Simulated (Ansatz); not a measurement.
ScPtN2 in space group R-3m (No. 166; Sc on 3b, Pt on 3a, N on 6c) under volume change, PBE in the plane-wave PAW code Ansatz, shape and atoms relaxed at each volume.

| V (Å³/atom) | E − E(relaxed) (meV/atom) | P (GPa) |
|---|---|---|
| 12.566 | ___ | ___ |
| 12.981 | 18.8 | 7.77 |
| 13.395 | 4.4 | 3.51 |
| 13.809 | 0.0 | 0.00 |
| 14.224 | ___ | ___ |
| 14.638 | 14.3 | -5.17 |

Problem. Some entries are withheld; supply them.

Solution. 
- 12.566, E − E(relaxed) (meV/atom): 45.1
- 12.566, P (GPa): 12.70
- 14.224, E − E(relaxed) (meV/atom): 3.8
- 14.224, P (GPa): -2.86

Problem. What does a third-order Birch–Murnaghan fit give for V₀, B₀ and B′?

Solution. V₀ = 13.82 Å³/atom, B₀ = 105 GPa, B′ = 5.2.

The start of the workflow was typed in or built on a structure type; neither database checked (COD, Materials Project) lists it. Whether it is the stable phase at ambient conditions was not checked. Symmetry was held in the PBE relaxation; its stability against distortions is not shown here. The run is not spin-polarised. Spin–orbit coupling is left out wherever it is not named.

Potentials: the earlier of the program's two PAW sets.
